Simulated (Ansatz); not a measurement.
The cell of GaSe5 is invented: random cell by space group and Wyckoff sites (P6/mmm, No. 191). Lengths were set from tabulated atomic sizes, so they are only a guess.

```yaml
crystal:
  lattice:
    - [5.82050, 0.00000, 0.00000]
    - [-2.91025, 5.04070, 0.00000]
    - [0.00000, 0.00000, 6.63642]
  atoms:
    - { symbol: Ga, position: [0.00000, 0.00000, 0.00000] }
    - { symbol: Se, position: [0.33333, 0.66667, 0.50000] }
    - { symbol: Se, position: [0.66667, 0.33333, 0.50000] }
    - { symbol: Se, position: [0.00000, 0.00000, 0.50000] }
    - { symbol: Se, position: [0.00000, 0.00000, 0.77077] }
    - { symbol: Se, position: [0.00000, 0.00000, 0.22923] }
```

These are results of Ansatz, DFT PBE, scalar-relativistic, plane waves, PAW, not measurements. Cutoff 420 eV, Gaussian smearing, Γ-centred meshes. Cell and atoms relax first on a coarse mesh and then on a finer one. In between, the cell is made exact in the group found at 0.06 Å. In metals the finer mesh still leaves noise of several meV/atom or more. The steps can't lower the symmetry of their start. No spin polarisation.

A guess keeps its type if space group and coordination stay and the shape of the cell changes little (axis ratios within about 15 %, angles within 6°); the volume may change.

Question: Will the relaxed cell still be of the starting type?

Answer: It doesn't keep its type. The symmetry stays P6/mmm (No. 191). The volume per atom grows by 26.9 %, from 32.5 to 41.2 Å³. The shortest distance goes from 1.52 Å (Ga–Se) to 2.20 Å (Ga–Se). The ratio c/a of the conventional cell changes by a factor of 2.25. Counting neighbours within 15 % of an atom's shortest distance, the start has Ga 2, Se 1/2/12 and the end Ga 2, Se 1/6. In detail, at the end around Ga lie 2 Se at 2.20 Å; Se on a site of symmetry -6m2 is surrounded by 6 Se at 2.78 Å; Se on a site of symmetry 6/mmm is surrounded by 6 Se at 2.78 Å; 1 more site not described.

```
Ga Se
1.0
     4.80648    0.00000    0.00000
    -2.40324    4.16253    0.00000
     0.00000    0.00000   12.35411
Ga Se
1 5
Direct
  0.00000 0.00000 0.00000
  0.33333 0.66667 0.50000
  0.66667 0.33333 0.50000
  0.00000 0.00000 0.50000
  0.00000 0.00000 0.82192
  0.00000 0.00000 0.17808
```

The last run used a 12×12×4 mesh (in the run's order of axes) for its 6-atom cell and Gaussian smearing of 0.10 eV. No dispersion correction is applied, so the spacing and binding between layers, chains or molecules are poorly described. An odd number of electrons in the primitive cell allows no gap without spin; a larger cell or a magnetic state could open one. The cell is a metal run without spin; a magnetic state may lie lower. Symmetry constrained the relaxation, so the result can be a saddle point. Another cell of GaSe5 relaxed alike, in P-6m2, lies 0.36 eV/atom lower, so this cell isn't the stable form at this level.

In counts of neighbours, a slash parts the counts of unlike sites.
